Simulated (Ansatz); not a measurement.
Question: Name crystals whose computed values (plane-wave PAW LDA (Ansatz code)) fall in these windows: highest Γ mode, no LO–TO term (cm⁻¹) 140 to 190; B₀ by P(V) fit (GPa) 28 to 39.

Answer: 

```json
[
 {"crystal": "PbS, P4/nmm (Pb on 2c, S on 2a)", "highest Γ mode, no LO–TO term (cm⁻¹)": "167", "B₀ by P(V) fit (GPa)": "33.9"},
 {"crystal": "Bi2Te3, R-3m (Bi on 6c, Te on 6c, Te on 3a)", "highest Γ mode, no LO–TO term (cm⁻¹)": "141", "B₀ by P(V) fit (GPa)": "37.9"}
]
```
Others may fit too.

Typed or built starts, not in the databases checked: PbS, P4/nmm (Pb on 2c, S on 2a). Not the usual ambient phase: PbS, P4/nmm (Pb on 2c, S on 2a). Weakly bound layers, chains or molecules computed without a dispersion correction, so cells and soft constants are ill determined: PbS, P4/nmm (Pb on 2c, S on 2a); Bi2Te3, R-3m (Bi on 6c, Te on 6c, Te on 3a). Unstable at this level: PbS, P4/nmm (Pb on 2c, S on 2a). All cells were relaxed under the symmetry of their starts (and spin orders); stability against distortions was not tested throughout. Spin–orbit coupling is left out wherever it is not named.

Potentials: the earlier of the program's two PAW sets. The files were generated under PBE; for other functionals the program regenerates the frozen cores, and for LDA and PBEsol the local potential too.
